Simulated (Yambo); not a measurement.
Material: Be₂C (space group Fm-3m, No. 225) under isotropic strain of -3 % on all lattice vectors; a = b = c = 2.960 Å, α = β = γ = 60.00° (3 atoms in the cell). The PBEsol cell relaxed from Materials Project entry mp-1569 was given an isotropic strain of -3 % on all lattice vectors, and the atoms were relaxed again.

With norm-conserving PBEsol (Quantum ESPRESSO, 88 Ry, scalar-relativistic), the gap between the mesh's edge points (Γ → X) is 1.120 eV.

Question: By how much does one-shot G0W0 (Yambo; 6×6×6 Γ-centred k mesh, bands 3 to 76 and a 14 Ry block in the screening, 76 bands in G with the Bruneval-Gonze terminator, plasmon pole fitted at 27.2 eV) open this gap, and what gap results?

Answer: The correction is 0.912 eV, giving 2.031 eV, 1.8 times the PBEsol value.  Convergence of the G0W0 settings was not tested.
